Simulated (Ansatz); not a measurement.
HfO2 (fluorite), scan of one atom of the cell

HfO2 (fluorite)

```yaml
crystal:
  lattice:
    - [0.00000, 5.09760, 5.09760]
    - [2.54880, 0.00000, 2.54880]
    - [2.54880, 2.54880, 0.00000]
  atoms:
    - { symbol: Hf, position: [0.00000, 0.00000, 0.00000] }
    - { symbol: Hf, position: [0.50000, 0.00000, 0.00000] }
    - { symbol: O, position: [0.12500, 0.25000, 0.25000] }
    - { symbol: O, position: [0.62500, 0.25000, 0.25000] }
    - { symbol: O, position: [0.37500, 0.75000, 0.75000] }
    - { symbol: O, position: [0.87500, 0.75000, 0.75000] }
```

Scan: atom 5 (O, nearest neighbour Hf at 2.207 Å; its periodic images, 3.6 Å or more away, move with it) is displaced along Cartesian [110], direction (0.707, 0.707, 0.000) in Cartesian axes, by s. The other atoms stay.

Level of theory: PBE (plane waves to 420 eV, PAW, scalar-relativistic; Ansatz, a first-principles code). k mesh 9×9×9 (Γ-centred), Fermi-Dirac smearing 0.05 eV. Energies are smeared free energies. Stress and pressure are positive under compression. Left out: 4 of 11 points, with atoms too close for the PAW data. F∥ is the force on the atom along that direction. F⊥ is the part of the force across the line. HfO2 is run without spin polarisation. HfO2 was relaxed with its symmetry unable to fall. Spin-orbit coupling is left out, though Hf is heavy. This is a high-temperature form of HfO2. ΔE is measured from the undisplaced structure.

| s (Å) | ΔE (meV/cell) | F∥ (eV/Å) | |F⊥| (eV/Å) | P (GPa) |
|---|---|---|---|---|
| -0.396 | 955 | 5.233 | 2.297 | 6.57 |
| -0.264 | 404 | 3.188 | 0.969 | 2.82 |
| -0.132 | 98 | 1.499 | 0.235 | 0.69 |
| 0.000 | 0 | 0.000 | 0.000 | 0.00 |
| 0.132 | 98 | -1.499 | 0.235 | 0.69 |
| 0.264 | 404 | -3.188 | 0.969 | 2.82 |
| 0.396 | 955 | -5.233 | 2.297 | 6.57 |

What the scan shows:

| Item | Value |
|---|---|
| Energy at s = 0.396 Å | 955 meV/cell |
| Force along the line at s = -0.396 Å | 5.23 eV/Å |
| Symmetry of the curve | even: the same for both signs |
| Shape of the curve | a single well with its minimum at or next to zero displacement |
| Force constant k = d²E/ds² at s = 0 (finite differences) | 11.1 eV/Å² |
| Harmonic estimate at the end of the scan | ½ks² = 872 meV/cell against the computed 955 meV/cell, so the well is stiffer than harmonic there |

(A displaced cell: forces are minus the slopes of the energy, force constants its curvatures, and phonons follow from these.)
